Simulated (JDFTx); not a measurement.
Reference run:

| Property | Result |
|---|---|
| surface | Cu(100) |
| bulk | Cu, Fm-3m, lattice of mp-30 (not re-optimised) |
| slab | 5 atoms in 5 planes, 1x1, 7.2 Å between the outermost planes |
| in-plane cell | 2.530 × 2.530 Å, 6.40 Å² |
| cell height | 23.2 Å |
| sampling | 8×8×1 k mesh, Fermi smearing 0.01 Ha, no spin polarisation |

Reference level: PBE, GBRV ultrasoft potentials, plane waves to 20/100 Ha, in JDFTx (a modified build). Unrelaxed; liquid: linear PCM (GLSSA13), water, 1 M NaF. Potentials are on the SHE scale by the convention U = −μ/e − 4.44 V; references calibrated for a solvation model differ from this value.

| plane-wave cutoffs | work function (eV) | U_pzc (V) | mean C below U_pzc (μF/cm²) | k states × plane waves | cycles, vacuum run | rough core time, vacuum run |
|---|---|---|---|---|---|---|
| 12/60 Ha | ? | ? | 15 over 0.5 V | 15 × 1988 | 25 | 2 min |
| 15/75 Ha | 4.62 | -0.11 | 15 over 0.5 V | 15 × 2780 | 25 | 3 min |
| 20/100 Ha | 4.59 | -0.11 | 15 over 0.5 V | 15 × 4282 | 25 | 5 min |
| 25/125 Ha | 4.59 | -0.11 | – | 15 × 5978 | 25 | 9 min |
| 30/150 Ha | 4.59 | -0.12 | 15 over 0.5 V | 15 × 7862 | 26 | 7 min |

Q: Complete the blanks.

A: 
- 12/60 Ha, work function (eV): 4.98
- 12/60 Ha, U_pzc (V): -0.02

The times are rough (shared hosts); only ratios past two mean anything.
